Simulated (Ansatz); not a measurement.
Input:

SiO$_{2}$:
```
SiO2
1.0
    4.18519     0.00000     0.00000
    0.00000     4.18519     0.00000
    0.00000     0.00000     2.66884
Si O
2 4
Cartesian
  0.00000   0.00000   0.00000
  2.09259   2.09259   1.33442
  1.28109   1.28109   0.00000
  3.37368   0.81150   1.33442
  0.81150   3.37368   1.33442
  2.90410   2.90410   0.00000
```

This is the r²SCAN-relaxed structure. Tensor components refer to the Cartesian frame of this cell.

**Question.** All from r²SCAN in the plane-wave PAW code Ansatz, unless another level is named. Predict the Young's modulus.

**Answer.** 546 GPa.

**Question.** What about the elastic constants (relaxed ions, GPa)?

**Answer.** C11 = 452, C12 = 203, C13 = 195, C33 = 766, C44 = 257, C66 = 322.

**Question.** Give the highest zone-centre frequency (without LO–TO term).

**Answer.** 957 cm⁻¹.

Space group P4_2/mnm (rutile). This is a known high-pressure phase of the composition, computed here at zero pressure and temperature. Symmetry was held in the r²SCAN relaxation; of distortions, only those at the zone centre were tested.

Potentials: the later of the program's two PAW sets.
